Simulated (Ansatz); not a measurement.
This is a relaxation of cell and atoms with Ansatz on an ordered 8-atom cell of GaBAs2 on the zincblende lattice (I-42d); the level of theory is PBE. It starts from a guessed cell.

```yaml
crystal:
  lattice:
    - [-2.5369348178, 2.5369348178, 5.0738696357]
    - [2.5369348178, -2.5369348178, 5.0738696357]
    - [2.5369348178, 2.5369348178, -5.0738696357]
  atoms:
    - { symbol: B, position: [0.0, 0.0, 0.0] }
    - { symbol: As, position: [0.375, 0.375, 0.5] }
    - { symbol: B, position: [0.75, 0.25, 0.5] }
    - { symbol: As, position: [0.125, 0.625, 0.0] }
    - { symbol: Ga, position: [0.5, 0.5, 0.0] }
    - { symbol: As, position: [0.875, 0.875, 0.5] }
    - { symbol: Ga, position: [0.25, 0.75, 0.5] }
    - { symbol: As, position: [0.625, 0.125, 0.0] }
kpoints:
  mp_grid: { grid: [6, 6, 6] }
hamiltonian:
  xc: pbe
scf:
  occupations: { method: fermi_dirac, width: 0.02 }
relax:
  f_tol: 0.005
  cell: {}
```

The trajectory has 9 recorded frames, each with positions in Å and forces in eV/Å. Some frames, the last among them, repeat a geometry solved again on a basis re-selected at its cell; pressure is positive in compression.

Step 1: energy 0.0 meV/atom from step 1, largest force component 4.923 eV/Å, pressure +19.05 GPa
```xyz
8
Lattice="-2.5369 2.5369 5.0739 2.5369 -2.5369 5.0739 2.5369 2.5369 -5.0739" Properties=species:S:1:pos:R:3:forces:R:3 pbc="T T T"
B     0.0000    0.0000    0.0000    0.0000    0.0000    0.0000
As    1.2685    1.2685    1.2685   -4.9229    0.0000    0.0000
B     0.0000    2.5369    2.5369    0.0000    0.0000    0.0000
As    1.2685   -1.2685    3.8054    0.0000   -4.9229    0.0000
Ga    0.0000    0.0000    5.0739    0.0000    0.0000    0.0000
As    1.2685    1.2685    6.3423    4.9229    0.0000    0.0000
Ga    2.5369    0.0000    2.5369    0.0000    0.0000    0.0000
As   -1.2685    1.2685    3.8054    0.0000    4.9229    0.0000
```

Step 2: energy -368.3 meV/atom from step 1, largest force component 1.169 eV/Å, pressure +4.31 GPa
```xyz
8
Lattice="-2.5893 2.5893 5.2260 2.5893 -2.5893 5.2260 2.5893 2.5893 -5.2260" Properties=species:S:1:pos:R:3:forces:R:3 pbc="T T T"
B     0.0000    0.0000    0.0000    0.0000    0.0000    0.0000
As    1.0956    1.2947    1.3065   -1.1690    0.0000    0.0000
B     0.0000    2.5893    2.6130    0.0000    0.0000    0.0000
As    1.2947   -1.4938    3.9195    0.0000   -1.1690    0.0000
Ga    0.0000    0.0000    5.2260    0.0000    0.0000    0.0000
As    1.4938    1.2947    6.5325    1.1690    0.0000    0.0000
Ga    2.5893    0.0000    2.6130    0.0000    0.0000    0.0000
As   -1.2947    1.4938    3.9195    0.0000    1.1690    0.0000
```

Step 3: energy -401.3 meV/atom from step 1, largest force component 0.170 eV/Å, pressure +1.04 GPa
```xyz
8
Lattice="-2.6780 2.6780 5.0075 2.6780 -2.6780 5.0075 2.6780 2.6780 -5.0075" Properties=species:S:1:pos:R:3:forces:R:3 pbc="T T T"
B     0.0000    0.0000    0.0000    0.0000    0.0000    0.0000
As    1.0584    1.3390    1.2519   -0.1700    0.0000    0.0000
B     0.0000    2.6780    2.5037    0.0000    0.0000    0.0000
As    1.3390   -1.6195    3.7556    0.0000   -0.1700    0.0000
Ga    0.0000    0.0000    5.0075    0.0000    0.0000    0.0000
As    1.6195    1.3390    6.2593    0.1700    0.0000    0.0000
Ga    2.6780    0.0000    2.5037    0.0000    0.0000    0.0000
As   -1.3390    1.6195    3.7556    0.0000    0.1700    0.0000
```

Step 4: energy -406.1 meV/atom from step 1, largest force component 0.030 eV/Å, pressure +0.24 GPa
```xyz
8
Lattice="-2.6606 2.6606 5.1206 2.6606 -2.6606 5.1206 2.6606 2.6606 -5.1206" Properties=species:S:1:pos:R:3:forces:R:3 pbc="T T T"
B     0.0000    0.0000    0.0000    0.0000    0.0000    0.0000
As    1.0432    1.3303    1.2801   -0.0300    0.0000    0.0000
B     0.0000    2.6606    2.5603    0.0000    0.0000    0.0000
As    1.3303   -1.6173    3.8404    0.0000   -0.0300    0.0000
Ga    0.0000    0.0000    5.1206    0.0000    0.0000    0.0000
As    1.6174    1.3303    6.4007    0.0300    0.0000    0.0000
Ga    2.6606    0.0000    2.5603    0.0000    0.0000    0.0000
As   -1.3303    1.6173    3.8404    0.0000    0.0300    0.0000
```

Step 5: energy -406.2 meV/atom from step 1, largest force component 0.005 eV/Å, pressure 0.00 GPa
```xyz
8
Lattice="-2.6591 2.6591 5.1404 2.6591 -2.6591 5.1404 2.6591 2.6591 -5.1404" Properties=species:S:1:pos:R:3:forces:R:3 pbc="T T T"
B     0.0000    0.0000    0.0000    0.0000    0.0000    0.0000
As    1.0411    1.3296    1.2851   -0.0054    0.0000    0.0000
B     0.0000    2.6591    2.5702    0.0000    0.0000    0.0000
As    1.3296   -1.6180    3.8553    0.0000   -0.0054    0.0000
Ga    0.0000    0.0000    5.1404    0.0000    0.0000    0.0000
As    1.6180    1.3296    6.4255    0.0054    0.0000    0.0000
Ga    2.6591    0.0000    2.5702    0.0000    0.0000    0.0000
As   -1.3296    1.6180    3.8553    0.0000    0.0054    0.0000
```

Step 6: energy -406.2 meV/atom from step 1, largest force component 0.000 eV/Å, pressure 0.00 GPa
```xyz
8
Lattice="-2.6592 2.6592 5.1398 2.6592 -2.6592 5.1398 2.6592 2.6592 -5.1398" Properties=species:S:1:pos:R:3:forces:R:3 pbc="T T T"
B     0.0000    0.0000    0.0000    0.0000    0.0000    0.0000
As    1.0407    1.3296    1.2849    0.0002    0.0000    0.0000
B     0.0000    2.6592    2.5699    0.0000    0.0000    0.0000
As    1.3296   -1.6185    3.8548    0.0000    0.0002    0.0000
Ga    0.0000    0.0000    5.1398    0.0000    0.0000    0.0000
As    1.6185    1.3296    6.4247   -0.0002    0.0000    0.0000
Ga    2.6592    0.0000    2.5699    0.0000    0.0000    0.0000
As   -1.3296    1.6185    3.8548    0.0000   -0.0002    0.0000
```

Step 7: energy -407.3 meV/atom from step 1, largest force component 0.000 eV/Å, pressure +0.06 GPa
```xyz
8
Lattice="-2.6592 2.6592 5.1398 2.6592 -2.6592 5.1398 2.6592 2.6592 -5.1398" Properties=species:S:1:pos:R:3:forces:R:3 pbc="T T T"
B     0.0000    0.0000    0.0000    0.0000    0.0000    0.0000
As    1.0407    1.3296    1.2849   -0.0001    0.0000    0.0000
B     0.0000    2.6592    2.5699    0.0000    0.0000    0.0000
As    1.3296   -1.6185    3.8548    0.0000   -0.0001    0.0000
Ga    0.0000    0.0000    5.1398    0.0000    0.0000    0.0000
As    1.6185    1.3296    6.4247    0.0001    0.0000    0.0000
Ga    2.6592    0.0000    2.5699    0.0000    0.0000    0.0000
As   -1.3296    1.6185    3.8548    0.0000    0.0001    0.0000
```

Step 8: energy -407.3 meV/atom from step 1, largest force component 0.000 eV/Å, pressure 0.00 GPa
```xyz
8
Lattice="-2.6602 2.6602 5.1395 2.6602 -2.6602 5.1395 2.6602 2.6602 -5.1395" Properties=species:S:1:pos:R:3:forces:R:3 pbc="T T T"
B     0.0000    0.0000    0.0000    0.0000    0.0000    0.0000
As    1.0411    1.3301    1.2849    0.0005    0.0000    0.0000
B     0.0000    2.6602    2.5697    0.0000    0.0000    0.0000
As    1.3301   -1.6192    3.8546    0.0000    0.0005    0.0000
Ga    0.0000    0.0000    5.1395    0.0000    0.0000    0.0000
As    1.6192    1.3301    6.4243   -0.0005    0.0000    0.0000
Ga    2.6602    0.0000    2.5697    0.0000    0.0000    0.0000
As   -1.3301    1.6192    3.8546    0.0000   -0.0005    0.0000
```

Step 9: energy -407.3 meV/atom from step 1, largest force component 0.000 eV/Å, pressure 0.00 GPa
```xyz
8
Lattice="-2.6602 2.6602 5.1395 2.6602 -2.6602 5.1395 2.6602 2.6602 -5.1395" Properties=species:S:1:pos:R:3:forces:R:3 pbc="T T T"
B     0.0000    0.0000    0.0000    0.0000    0.0000    0.0000
As    1.0411    1.3301    1.2849    0.0005    0.0000    0.0000
B     0.0000    2.6602    2.5697    0.0000    0.0000    0.0000
As    1.3301   -1.6192    3.8546    0.0000    0.0005    0.0000
Ga    0.0000    0.0000    5.1395    0.0000    0.0000    0.0000
As    1.6192    1.3301    6.4243   -0.0005    0.0000    0.0000
Ga    2.6602    0.0000    2.5697    0.0000    0.0000    0.0000
As   -1.3301    1.6192    3.8546    0.0000   -0.0005    0.0000
```

The walk took 7 steps, besides SCFs solved again on a fresh basis, and changed the volume by +11.4 %. The last SCF, on a fresh basis, lies 407 meV an atom below the first. Final cell: space group I-42d (No. 122), tetragonal; conventional cell a = 5.320 Å, c = 10.279 Å, 18.19 Å³ an atom. B is surrounded by 4 As at 2.12 Å; As is surrounded by 2 B at 2.12 Å and 2 Ga at 2.46 Å; Ga is surrounded by 4 As at 2.46 Å.

Command: `ansatz run input.yaml --threads 4 --pin off --max-ram 6451MiB --backend cpu --events-out ev --progress --plain --runs-dir out`. It took 35 s on 4 threads of AMD EPYC 7R43 64-Core Processor (Zen 3), with other jobs on the host; peak host memory 0.66 GiB.

All values are calculated for a non-magnetic cell, which may be hypothetical.
